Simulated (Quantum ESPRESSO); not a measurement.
```cif
data_C4B4Ca2
_chemical_formula_sum 'B4 C4 Ca2'
_space_group_name_H-M_alt 'P 1'
_space_group_IT_number 1
_cell_length_a 5.29346
_cell_length_b 5.29346
_cell_length_c 5.29346
_cell_angle_alpha 119.315
_cell_angle_beta 119.315
_cell_angle_gamma 91.191
loop_
_space_group_symop_operation_xyz
  'x, y, z'
loop_
_atom_site_label
_atom_site_type_symbol
_atom_site_fract_x
_atom_site_fract_y
_atom_site_fract_z
_atom_site_occupancy
B1 B 0.36150 0.86150 0.22300 1
B2 B 0.63850 0.13850 0.77700 1
B3 B 0.86150 0.63850 0.50000 1
B4 B 0.13850 0.36150 0.50000 1
C1 C 0.65963 0.84037 0.50000 1
C2 C 0.34037 0.15963 0.50000 1
C3 C 0.84037 0.34037 0.18074 1
C4 C 0.15963 0.65963 0.81926 1
Ca1 Ca 0.75000 0.75000 0.00000 1
Ca2 Ca 0.25000 0.25000 0.00000 1
```

The geometry is that of Materials Project entry mp-10289, symmetrised and not relaxed again.

Task: What does norm-conserving PBEsol (Quantum ESPRESSO, 82 Ry, without SOC) give for the electronic structure near the Fermi level?

Result: The PBEsol gap is 0.54 eV; at least one edge lies off the plotted path, at a point of the SCF mesh. The smallest direct gap is 0.73 eV. 

The structure is a Materials Project entry; no match was found in the copy of COD used, and its stability was not checked.
